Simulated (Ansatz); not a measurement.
## Property card for B

B:
```yaml
crystal:
  lattice:
    - [-2.31632, 2.31632, 2.31632]
    - [2.31632, -2.31632, 2.31632]
    - [2.31632, 2.31632, -2.31632]
  atoms:
    - { symbol: B, position: [0.00000, 0.25000, 0.50000] }
    - { symbol: B, position: [0.25000, 0.50000, 0.00000] }
    - { symbol: B, position: [0.50000, 0.00000, 0.25000] }
    - { symbol: B, position: [0.25000, 0.25000, 0.25000] }
```

Space group I4_132 (No. 214); conventional cell a = 4.633 Å, b = 4.633 Å, c = 4.633 Å, α = 90.00°, β = 90.00°, γ = 90.00°.

Method: the program Ansatz at the PBEsol level (PAW). The cell and atoms are relaxed at this level. Other levels are named where they apply.

Cell and energy:

```yaml
volume_per_atom: 12.43 Å³
density: 1.44 g/cm³
```

Electronic structure:

```yaml
band_gap: 1.41 eV (indirect)
valence_band_maximum: on the P–H line, 17 % of the way from P
conduction_band_minimum: on the Γ–P line, 21 % of the way from Γ (8 equivalent valleys)
smallest_direct_gap_on_the_standard_path: 2.63 eV
electron_effective_mass: 0.56, 0.56, 2.7 mₑ (principal values)
hole_effective_mass: 0.54, 0.54, 1.1 mₑ (principal values)
HSE06 gap on the PBEsol cell: 2.42 eV
```

Mechanics:

```yaml
Bulk modulus (Birch–Murnaghan fit): 110 GPa
Pressure derivative B′: 3.3
Elastic constants (relaxed ions, GPa): C11 = 141, C12 = 94.1, C44 = 22.9
mechanical_stability: stable (all eigenvalues of C positive)
hill_bulk_and_shear_moduli: 110 and 23.2 GPa
Young's modulus: 65.1 GPa
Poisson's ratio: 0.40
debye_temperature_from_the_elastic_constants: 584 K
```

Dielectric response:

```yaml
Electronic dielectric constant ε∞ (DFPT): 8.46
```

Phonons:

```yaml
highest_zone_centre_frequency: 31.99 THz
zone_centre_stability: no imaginary mode at Γ
dynamical_stability_on_the_path: unstable, down to 27i cm⁻¹
```

The start of the workflow was typed in or built on a structure type; neither database checked (COD, Materials Project) lists it. It is not the phase usual at ambient conditions (space group No. 166). The cell was relaxed with PBEsol under the symmetry of its start.

Potentials: the earlier of the program's two PAW sets. The files were generated under PBE; for other functionals the program regenerates the frozen cores, and for LDA and PBEsol the local potential too.
